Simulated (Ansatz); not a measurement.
All numbers below come from DFT PBE, scalar-relativistic, plane waves, PAW in Ansatz 0.2.0. All cells share a 420 eV cutoff and Γ-centred k meshes spaced at most about 0.3 Å⁻¹ (about 0.25 or finer for metals, 2π included). Collinear spin in cells that started with moments and kept them past the coarse steps, no spin elsewhere.

These are static total energies at zero pressure.

Two forms of Mn₂Al₂Cu were relaxed alike.

A. (no spin)

```xyz
5
Lattice="3.6210 0.0000 0.0000 -1.8105 3.1359 0.0000 0.0000 0.0000 8.2360" Properties=species:S:1:pos:R:3 pbc="T T T"
Mn    0.0000    2.0906    0.0000
Mn    1.8105    1.0453    0.0000
Al    0.0000    0.0000    1.7021
Al    0.0000    0.0000    6.5339
Cu    0.0000    0.0000    4.1180
```

B. (site moments Mn 3.2, 3.4; Cu 0.1 μB)

```xyz
5
Lattice="4.1389 0.0000 0.0000 -2.0695 3.5844 0.0000 0.0000 0.0000 5.2264" Properties=species:S:1:pos:R:3 pbc="T T T"
Mn    0.0000    0.0000    0.0000
Mn    0.0000    2.3896    2.6132
Al    2.0695    1.1948    3.9055
Al    2.0695    1.1948    1.3209
Cu    0.0000    2.3896    0.0000
```

**Question.** Which form is favoured at zero pressure, and by what margin per atom?

**Answer.** B is lower, by 0.36 eV/atom. A has space group P6/mmm (No. 191), 18.7 Å³/atom and no gap on its mesh; B has space group P-6m2 (No. 187), 15.5 Å³/atom and no gap. Counting all near atoms (those within 1.25 times the shortest distance at each site; a plus sign parts nearer from farther groups; a slash parts the counts of unlike sites), A has Mn 3, Al 1+6, Cu 2 and B has Mn 8/3+6, Al 11, Cu 11. Their magnetic states differ too, which can make part of the margin. The denser one is the lower, and pressure would at first widen the difference. Even the lower one lies +0.16 eV/atom against the reference forms of the elements (uncorrected), so neither is stable at this level. In A, Mn has 3 Mn at 2.09 Å and 6 Al at 2.70 Å; around Al lie 1 Cu at 2.42 Å and 6 Mn at 2.70 Å; Cu is surrounded by 2 Al at 2.42 Å. In B, Mn on its first site has 3 Cu at 2.39 Å and 6 Al at 2.73 Å; Al has 2 Al at 2.58–2.64 Å, 6 Mn at 2.72–2.73 Å and 3 Cu at 2.73 Å; Cu is surrounded by 3 Mn at 2.39 Å, 2 Mn at 2.61 Å and 6 Al at 2.73 Å; 1 more site not described. Both come from invented guesses.

The magnetic state reached may not be the lowest. Trial moments died out on the coarse mesh in P6/mmm; another magnetic start might hold. Cells relaxed within their symmetry can be saddle points. Some candidate types were left out of the draw beforehand, so a known form may be missing.
